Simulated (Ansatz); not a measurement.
Relaxed-ion elastic tensor of SnS in space group Pnma (No. 62; Sn on 4c, S on 4c) in GPa (Voigt order), plane-wave PAW LDA (Ansatz code); density 5.51 g/cm³, 22.73 Å³ per atom.

```
      1     2     3     4     5     6
-  ----  ----  ----  ----  ----  ----
1  79.4  23.5  28.0   0.0   0.0   0.0
2  23.5  97.5  42.4   0.0   0.0   0.0
3  28.0  42.4  52.1   0.0   0.0   0.0
4   0.0   0.0   0.0  49.6   0.0   0.0
5   0.0   0.0   0.0   0.0  26.8   0.0
6   0.0   0.0   0.0   0.0   0.0  27.5
```

Task: Is the crystal mechanically stable?

Result: Yes: the smallest eigenvalue of C is 23.4 GPa.

Task: Work out the Voigt, Reuss and Hill averages.

Result: K_V = 46.3, K_R = 43.4, K_H = 44.8; G_V = 29.8, G_R = 23.9, G_H = 26.8 GPa.

Task: Give Young's modulus, Poisson's ratio, Pugh's ratio and the universal anisotropy index.

Result: E = 9KG/(3K + G) = 67.1 GPa; ν = 0.25; K/G = 1.67 (near the Pugh limit of 1.75, no verdict); A_U = 5G_V/G_R + K_V/K_R − 6 = 1.31.

Task: Estimate the sound speeds and the Debye temperature.

Result: v_l = √((K + 4G/3)/ρ) = 3830 m/s, v_t = √(G/ρ) = 2210 m/s, mean 2450 m/s; Θ = (h/k)(3n/4πV)^(1/3) v_m = 258 K.

Task: Solve the Christoffel equation for the three sound speeds along x, y, z.

Result: Eigenvalues of C_ijkl n_j n_l equal ρv². In km/s, slowest first: x 2.21, 2.24, 3.80; y 2.24, 3.00, 4.21; z 2.21, 3.00, 3.07.

Task: How much does each axis shrink under pressure?

Result: Linear compressibilities β_i = Σ_j S_ij (j = 1 to 3): x 7.1, y 2.9, z 13 per TPa.

The LDA relaxation kept the symmetry of its start; of distortions, only those at the zone centre were tested. A crystal of weakly bound layers computed without a dispersion correction: the cell and the soft elastic constants depend strongly on that. Scalar-relativistic: spin–orbit coupling is off unless named, which matters more the heavier the elements.

Potentials: the earlier of the program's two PAW sets.
